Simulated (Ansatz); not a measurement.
KF:
```cif
data_F4K4
_chemical_formula_sum 'K4 F4'
_space_group_name_H-M_alt 'Fm-3m'
_space_group_IT_number 225
_space_group_name_Hall '-F 4 2 3'
_cell_length_a 5.31750
_cell_length_b 5.31750
_cell_length_c 5.31750
_cell_angle_alpha 90.000
_cell_angle_beta 90.000
_cell_angle_gamma 90.000
loop_
_atom_site_label
_atom_site_type_symbol
_atom_site_symmetry_multiplicity
_atom_site_Wyckoff_symbol
_atom_site_fract_x
_atom_site_fract_y
_atom_site_fract_z
_atom_site_occupancy
K1 K 4 a 0.00000 0.00000 0.00000 1
F1 F 4 b 0.50000 0.50000 0.50000 1
```
(The calculation used a cell of 2 atoms; values per cell refer to that cell.)

Relaxed with r²SCAN. DFT-r²SCAN in the program Ansatz with PAW potentials gives a gap of 6.91 eV.

What gap does HSE06 give on the same cell (Ansatz, PAW)?

8.26 eV, 1.36 eV more. The hybrid was solved on a coarser mesh and at special points; its gap is the smallest among all of these.

```
k  v1 r²SCAN  c1 r²SCAN    v1 HSE06    c1 HSE06
-  ---------  ---------  ----------  ----------
Γ       0.00       6.91        0.00        8.27
X      -0.05       8.79  (withheld)  (withheld)
L      -0.35       9.75  (withheld)  (withheld)
W      -0.15      10.39  (withheld)  (withheld)
K      -0.18       9.58  (withheld)  (withheld)
```

Top valence (v1) and lowest conduction level (c1) in eV from each method's valence maximum (which need not be a listed point): supply the withheld HSE06 values.


- L, v1 HSE06: -0.36
- L, c1 HSE06: 11.29
- X, v1 HSE06: -0.05
- X, c1 HSE06: 10.35
- W, v1 HSE06: -0.14
- W, c1 HSE06: 11.96
- K, v1 HSE06: -0.17
- K, c1 HSE06: 11.14

Cost on shared cores: the r²SCAN run (SCF on a 9×9×9 mesh, then bands and DOS) about 7 core-seconds (a rough figure), the HSE06 run (SCF on 7×7×7, then a few points) about 60 core-seconds (a rough figure); the tasks are unlike.

Symmetry was held in the r²SCAN relaxation; phonons on a q-mesh show no instability.

Potentials: the later of the program's two PAW sets.
